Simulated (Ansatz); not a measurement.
A relaxed structure of CdS is spoiled in several ways and relaxed again each time (noise and exchanges are one random draw each; pressure is positive under compression). The numbers are results of PBEsol (plane waves to 420 eV, PAW, scalar-relativistic; Ansatz, a quantum-chemistry and plane-wave program), not measurements.

Space group P6₃mc (No. 186); a = 4.1207 Å, b = 4.1207 Å, c = 13.4375 Å, α = 90.00°, β = 90.00°, γ = 120.00°

```tsv
atom	site	symmetry	x	y	z
Cd	2a	3m.	0.0000	0.0000	0.0004
Cd	2b	3m.	0.3333	0.6667	0.2502
S	2a	3m.	0.0000	0.0000	0.3126
S	2b	3m.	0.3333	0.6667	0.0624
```

| change | first pressure (GPa) | first V (Å³/atom) | released (eV/atom) | moves | outcome | final group | E − E(parent) (eV/atom) |
|---|---|---|---|---|---|---|---|
| with every coordinate shifted by Gaussian noise of σ = 0.2 Å | 2.2 | 24.70 | 0.13 | 4 | returns to the parent | P6₃mc | 0.000 |
| with every coordinate shifted by Gaussian noise of σ = 0.3 Å | 8.9 | 24.70 | 0.61 | 5 | returns to the parent | P6₃mc | 0.000 |
| deformed by the Cartesian strain tensor (xx, yy, zz, yz, xz, xy) = (0.084, 0.155, 0.121, 0.089, 0.033, 0.040) | [?] | 34.39 | [?] | 6 | [?] | [?] | [?] |
| shaken by Gaussian noise of σ = 0.08 Å a coordinate | 0.6 | 24.70 | 0.035 | 4 | returns to the parent | Cmc2₁ (nearly P6₃mc) | 0.000 |

Q: Complete the blanks.

A: 
- deformed by the Cartesian strain tensor (xx, yy, zz, yz, xz, xy) = (0.084, 0.155, 0.121, 0.089, 0.033, 0.040), first pressure (GPa): -9.1
- deformed by the Cartesian strain tensor (xx, yy, zz, yz, xz, xy) = (0.084, 0.155, 0.121, 0.089, 0.033, 0.040), released (eV/atom): 0.43
- deformed by the Cartesian strain tensor (xx, yy, zz, yz, xz, xy) = (0.084, 0.155, 0.121, 0.089, 0.033, 0.040), outcome: returns to the parent
- deformed by the Cartesian strain tensor (xx, yy, zz, yz, xz, xy) = (0.084, 0.155, 0.121, 0.089, 0.033, 0.040), final group: P6₃mc
- deformed by the Cartesian strain tensor (xx, yy, zz, yz, xz, xy) = (0.084, 0.155, 0.121, 0.089, 0.033, 0.040), E − E(parent) (eV/atom): 0.000

First-step values come from each run's starting, coarser k-mesh (7×7×2, 6×6×2). The runs use different k-meshes, so differences are rounded accordingly. No spin polarisation in the result.

The first start was generated by placing the elements on the sites of a structure type. A measured structure of CdS has the same space group, P6₃mc (No. 186); the sites were not compared with it.
